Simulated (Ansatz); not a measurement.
ZnSe (zinc blende)

```yaml
crystal:
  lattice:
    - [0.00000, 5.66546, 5.66546]
    - [2.83273, 0.00000, 2.83273]
    - [2.83273, 2.83273, 0.00000]
  atoms:
    - { symbol: Se, position: [0.37500, 0.75000, 0.75000] }
    - { symbol: Se, position: [0.87500, 0.75000, 0.75000] }
    - { symbol: Zn, position: [0.00000, 0.00000, 0.00000] }
    - { symbol: Zn, position: [0.50000, 0.00000, 0.00000] }
```

A phonon eigenvector at L = (0.5, 0.0, 0.0) is frozen into this cell: atom i moves by Q times the vector below, so Q is the largest atomic displacement, in Å. The cell is held. It is one choice among 2 degenerate patterns. (q is in reciprocal vectors of the primitive cell; the cell shown is doubled to hold the pattern.)

```csv
atom,x,y,z
Se1,0.271,-0.494,0.765
Se2,-0.271,0.494,-0.765
Zn3,0.285,-0.520,0.805
Zn4,-0.285,0.520,-0.805
```

Level of theory: r2SCAN (plane waves to 500 eV, PAW, scalar-relativistic; Ansatz, an electronic-structure program). k mesh 5×10×10 (Γ-centred), Fermi-Dirac smearing 0.05 eV. The energy includes the smearing's −TS. ZnSe was relaxed with its symmetry unable to fall. ΔE is measured from the undisplaced structure.

The scan covers Q from -0.280 to 0.280 Å in 13 points.

### Question
Which space group does the distorted structure have?

### Answer
P1 (No. 1), lowered from F-43m.

### Question
Is this a single well or a double well?

### Answer
A single well with its minimum at or next to zero displacement.

### Question
What is the energy change at Q = 0.280 Å?

### Answer
2048 meV/cell.

### Question
What harmonic wavenumber does the curvature at Q = 0 give?

### Answer
206 cm⁻¹.

(A displaced cell: forces are minus the slopes of the energy, force constants its curvatures, and phonons follow from these.)
